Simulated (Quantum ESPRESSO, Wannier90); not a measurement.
**Wannier functions of Ga2AsP (R3m)**

```
Ga2AsP
1.0
   -1.96511     3.40367     0.00000
   -3.93022     0.00000     0.00000
   -1.96511     1.13456     6.41726
Ga P As
2 1 1
Direct
  0.99756   0.99756   0.00733
  0.50249   0.50249   0.49252
  0.62502   0.62502   0.12493
  0.12493   0.12493   0.62521
```

Materials Project entry mp-1224789; symmetrised, unrelaxed at this level. Not found in the COD (Crystallography Open Database) copy used; not checked further. Level: LDA, no spin polarisation, no spin-orbit coupling; pw.x of Quantum ESPRESSO at 64 Ry with PseudoDojo potentials, 8×8×8 k-points, Wannier90. Density: 10×10×10 mesh, cold smearing 0.01 Ry. Spin-orbit coupling, left out, would split the p-like bands by a few tenths of an eV.

Base run: 16 functions from bands 16-41 of the 41 computed, start hydrogen-like Ga: s;p; P: s;p; As: s;p, centres 0.05 Å off the atoms, frozen window up to 2.30 eV relative to the valence-band maximum, outer window open. One setting was then changed (edges relative to the valence-band maximum; misfit to pw.x on a path, for states up to 1.8 eV relative to the valence-band maximum).

| run | Ω_I (Å²) | rms misfit (meV) | worst (meV) |
|---|---|---|---|
| base | 24.77 | 4.5 | 81 |
| changed | 23.53 | 16 | 169 |

**Question.** Which change was made?
(A) frozen window to 1.80 eV
(B) frozen window to 0.30 eV
(C) frozen window to 1.30 eV
(D) outer window to 15.04 eV
(E) no frozen window

**Answer.** A, frozen window to 1.80 eV. The others give:

```csv
run,Ω_I (Å²),rms misfit (meV),worst (meV)
frozen window to 0.30 eV,22.62,126,1313
frozen window to 1.30 eV,22.72,113,1286
no frozen window,21.98,196,1807
outer window to 15.04 eV,25.55,4.4,77
```
